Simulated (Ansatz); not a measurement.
NaTl, DFT, PBEsol, all-electron LAPW, scalar-relativistic (Ansatz 0.2.0), run on 1 thread of AMD EPYC 7R43 64-Core Processor (Zen 3) on a shared host.

Structure: COD 1541020, as refined from experiment and not relaxed. The listed cell was then made from it by scaling, straining or moving an atom.

Command: `ansatz run input.yaml --threads 1 --pin off --max-ram 4096MiB --backend cpu --events-out ev --progress --plain --runs-dir out`

```yaml
crystal:
  lattice:
    - [0.0, 3.7353, 3.660594]
    - [3.7353, 0.0, 3.660594]
    - [3.7353, 3.7353, 0.0]
  atoms:
    - { symbol: Na, position: [0.5, 0.5, 0.5] }
    - { symbol: Na, position: [0.75, 0.75, 0.75] }
    - { symbol: Tl, position: [0.0, 0.0, 0.0] }
    - { symbol: Tl, position: [0.25, 0.25, 0.25] }
kpoints:
  mp_grid: { grid: [10, 10, 10] }
  band_path:
    path:
      - [0.0, 0.0, 0.0]
      - [0.0, 0.5, 0.5]
      - [0.25, 0.75, 0.5]
      - [0.0, 0.5, 0.0]
      - [0.0, 0.0, 0.0]
      - [0.5, 0.5, 0.0]
      - [0.3801541025, 0.6198458975, 0.0]
      - [-0.3801541025, 0.3801541025, 0.0]
      - [0.0, 0.0, 0.0]
    npoints: 5
scf:
  occupations: { method: fermi_dirac, width: 0.05 }
hamiltonian:
  xc: pbesol
  pseudopotentials: { kind: all_electron, lapw: { basis_error: 0.001 } }
output:
  forces: true
  stress: true
  eigenvalues: true
```

Q: How large is the problem that the program sets up?

A: 102 irreducible k-points, 609 plane waves at Γ, 53 bands.

Q: Estimate the wall time and the peak memory.

A: 80 s of wall time for 10 SCF iterations, with a peak of 0.96 GiB. Times on shared machines scatter by tens of per cent.
